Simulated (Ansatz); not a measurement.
# What strain does to Si3Sn (ordering on diamond)

An ordered 4-atom cell of Si3Sn on the diamond lattice (P-4m2), relaxed with r2SCAN in Ansatz 0.2.0. The symmetry is P-4m2 (No. 115, tetragonal); conventional cell a = 4.038 Å, c = 5.749 Å, 23.43 Å³ an atom. Si is surrounded by 2 Si at 2.40 Å and 2 Sn at 2.56 Å; Si is surrounded by 4 Si at 2.40 Å; Sn is surrounded by 4 Si at 2.56 Å.

The axes x, y and z are those of this cell:
```
CELL_PARAMETERS angstrom
4.03764 0.00000 0.00000
0.00000 4.03764 0.00000
0.00000 0.00000 5.74862
ATOMIC_POSITIONS crystal
Si 0.50000 0.00000 0.77460
Si 0.50000 0.50000 0.00000
Si 0.00000 0.50000 0.22540
Sn 0.00000 0.00000 0.50000
```

Unstrained: The r2SCAN gap is indirect, 0.396 eV (Γ to M), below the direct gap of 0.684 eV at Γ. HSE06 gives an indirect gap of 0.755 eV, from Γ to M; the least direct gap is 1.043 eV at Γ. Meshes: r2SCAN 6×6×4, HSE06 4×4×4. Strains are changes of length per length. After each strain the atoms were relaxed again with r2SCAN within the symmetry that the strain leaves, so tilts or polar shifts that break it weren't tested; points keep the names that they have in the unstrained zone. These are computed values for a spin-unpolarised cell that may be hypothetical; none is a measurement.

Changes of the least gap in eV (an overlap counts as a negative gap):

| strain | volume change (%) | space group | r2SCAN | HSE06 | energy rise, r2SCAN (meV/atom) |
| --- | --- | --- | --- | --- | --- |
| epitaxial +1.49 % in the xy plane, free normal strain -1.19 % | +1.8 | P-4m2 | +0.125 | +0.144 | 4.5 |
| isotropic -1.33 % on every length | -3.9 | P-4m2 | -0.091 | -0.090 | 9.5 |

Epitaxial +1.49 % in the xy plane, free normal strain -1.19 %. HSE06: the gap goes from 0.755 to 0.899 eV (+0.144 eV); the edges go from Γ → M to Γ → Γ–Z (0.50); with r2SCAN the top three valence levels at Γ, grouped 2+1 from the top over 307 meV, become 2+1 over 142 meV. Stress change with r2SCAN, compression positive: xx -2.00, yy -2.00, zz +0.02 GPa.

Isotropic -1.33 % on every length. HSE06: the gap goes from 0.755 to 0.665 eV (-0.090 eV); with r2SCAN the top three valence levels at Γ, grouped 2+1 from the top over 307 meV, become 2+1 over 347 meV. Stress change with r2SCAN, compression positive: xx +3.43, yy +3.43, zz +3.44 GPa. For HSE06, dE_g/d ln V = 2.3 eV over this step.

No spin-orbit coupling is included; it can move band edges with weight on the heavy atoms by tenths of an eV.

The meshes of the hybrids are coarse, so their gaps aren't converged to the digits shown.

The splittings at Γ are without spin-orbit coupling, which regroups them where it is of like size or larger.
